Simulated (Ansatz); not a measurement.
SrIF in space group P4/nmm (No. 129; Sr on 2c, I on 2c, F on 2a), DFT-r²SCAN+D4 in the program Ansatz with PAW potentials. The conduction-band minimum lies at Γ, with 1 equivalent valley. Second derivatives d²E/dk² of the lowest band at one valley (eV·Å²), along Cartesian directions:

```
direction  d²E/dk²
---------  -------
[100]        19.51
[010]        19.51
[001]        4.949
[110]        19.74
[101]        12.29
[011]        12.29
```

Find the principal effective masses, the density-of-states mass and the conductivity mass.

Off-diagonal terms follow from H_xy = H[110] − (H_xx + H_yy)/2, and m*/mₑ = 7.620 eV·Å² over each eigenvalue: 0.39, 0.40, 1.5. One valley's DOS mass (m₁m₂m₃)^(1/3) = 0.62, conductivity mass 3/(Σ 1/mᵢ) = 0.52 mₑ.

What effective density of states Nc follows at 300 K for parabolic valleys?

Nc = 2.509e19 × 1 × (0.62)^(3/2) ≈ 1.2e19 cm⁻³.

The workflow started from a Materials Project entry (that database holds measured and hypothetical structures alike); the Crystallography Open Database copy checked does not list it. Its standing as an ambient phase is unchecked. The r²SCAN+D4 relaxation kept the symmetry of its start; whether a distortion lowers the energy is not shown. Spin–orbit coupling is left out wherever it is not named.

Potentials: the later of the program's two PAW sets.

Edges and masses are those of Kohn–Sham bands, whose gap is no quasiparticle gap.
